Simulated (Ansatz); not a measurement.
This run works on a generated trial structure, not on a known crystal.

Input and command of a plane-wave DFT calculation in Ansatz:

```yaml
crystal:
  lattice:
    - [2.7991359507, 0.0, 0.0]
    - [0.0, 2.7991359507, 0.0]
    - [0.0, 0.0, 15.7577386433]
  atoms:
    - { symbol: Mg, position: [0.5, 0.5, 0.160353909] }
    - { symbol: Mg, position: [0.5, 0.5, 0.3300506986] }
    - { symbol: Mg, position: [0.5, 0.5, 0.5] }
    - { symbol: Mg, position: [0.5, 0.5, 0.6699493014] }
    - { symbol: Mg, position: [0.5, 0.5, 0.839646091] }
    - { symbol: Tl, position: [0.0, 0.0, 0.0] }
    - { symbol: O, position: [0.0, 0.0, 0.2380671235] }
    - { symbol: O, position: [0.0, 0.0, 0.412723989] }
    - { symbol: O, position: [0.0, 0.0, 0.587276011] }
    - { symbol: O, position: [0.0, 0.0, 0.7619328765] }
basis:
  ecutwfc: 420
kpoints:
  mp_grid: { grid: [14, 14, 4] }
hamiltonian:
  xc: pbe
scf:
  occupations: { method: gaussian, width: 0.1 }
output:
  forces: true
  stress: true
  eigenvalues: true
relax:
  adjacent_minimum: "off"
  f_tol: 0.01
  max_steps: 80
  cell: { stress_tol: 0.05 }
```

```bash
ansatz run input.yaml --threads 1 --pin off --max-ram 2560MiB --backend cpu --events-out ev --progress --plain --runs-dir out
```

Processor: Intel(R) Xeon(R) CPU @ 2.60GHz (Ice Lake), 1 thread, on a host shared with other jobs.

Q: How long does it run, and how much memory does it take?

A: About 4.6 min, peak memory 0.78 GiB. It solves 54 bands at 108 k points (after reduction by symmetry) with about 2441 plane waves (on the last cell), in 77 SCF iterations over 8 ionic steps.
